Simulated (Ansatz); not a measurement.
TaAl (rock salt, Fm-3m) under volume change, DFT-PBEsol in the program Ansatz with PAW potentials, scaled uniformly.

```json
[
 {"V (Å³/atom)": "16.278", "E − E(relaxed) (meV/atom)": "69.0", "P (GPa)": "14.83"},
 {"V (Å³/atom)": "16.814", "E − E(relaxed) (meV/atom)": "29.1", "P (GPa)": "9.14"},
 {"V (Å³/atom)": "17.351", "E − E(relaxed) (meV/atom)": "6.9", "P (GPa)": "4.24"},
 {"V (Å³/atom)": "17.888", "E − E(relaxed) (meV/atom)": "0.0", "P (GPa)": "0.02"},
 {"V (Å³/atom)": "18.424", "E − E(relaxed) (meV/atom)": "6.2", "P (GPa)": "-3.62"},
 {"V (Å³/atom)": "18.961", "E − E(relaxed) (meV/atom)": "23.7", "P (GPa)": "-6.75"},
 {"V (Å³/atom)": "19.498", "E − E(relaxed) (meV/atom)": "50.9", "P (GPa)": "-9.46"}
]
```

Problem. What does a third-order Birch–Murnaghan fit give for V₀, B₀ and B′?

Solution. V₀ = 17.89 Å³/atom, B₀ = 130 GPa, B′ = 4.0.

The start of the workflow was typed in or built on a structure type; neither database checked (COD, Materials Project) lists it. Its standing as an ambient phase is unchecked. Symmetry was held in the PBEsol relaxation. At this level the phase is mechanically unstable. The run is not spin-polarised. Its formation energy is positive at this level, so the cell may be metastable or incomplete. Spin–orbit coupling is left out wherever it is not named.

Potentials: the later of the program's two PAW sets.
